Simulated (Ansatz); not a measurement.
Ti$_{3}$Ag, DFT, LDA, all-electron PAW with datasets made for the crystal, scalar-relativistic (Ansatz 0.2.0), run on 1 thread of Arm Neoverse V1 on a shared host.

The geometry is COD entry 1509562, unchecked; take it as a test cell. The listed cell was then made from it by scaling, straining or moving an atom.

Command: `ansatz run input.yaml --threads 1 --pin off --max-ram 4096MiB --backend cpu --events-out ev --progress --plain --runs-dir out`

```yaml
crystal:
  lattice:
    - [4.10326, 0.0, 0.0]
    - [0.0, 4.10326, 0.0]
    - [0.0, 0.0, 3.95]
  atoms:
    - { symbol: Ti, position: [0.0, 0.5, 0.5] }
    - { symbol: Ti, position: [0.5, 0.0, 0.5] }
    - { symbol: Ti, position: [0.5, 0.5, 0.0] }
    - { symbol: Ag, position: [0.0, 0.0, 0.0] }
kpoints:
  mp_grid: { grid: [9, 9, 9] }
scf:
  occupations: { method: fermi_dirac, width: 0.08 }
hamiltonian:
  xc: lda
  pseudopotentials: { kind: all_electron, datasets: crystal }
output:
  forces: true
  stress: true
  eigenvalues: true
  efg: { contact_densities: true }
```

(1) How large is the problem that the program sets up?

(2) Estimate the wall time and the peak memory.

(3) And the same cell and mesh by PAW with the default files, asked for forces, stress, eigenvalues, efg, write_density, write_potential, elf, on the same hardware?

Results:

(1) 75 irreducible k-points, 627 plane waves at Γ, 41 bands.

(2) 46 s of wall time for 13 SCF iterations, with a peak of 0.79 GiB. Times on shared machines scatter by tens of per cent.

(3) 16 s, peak memory 0.46 GiB.
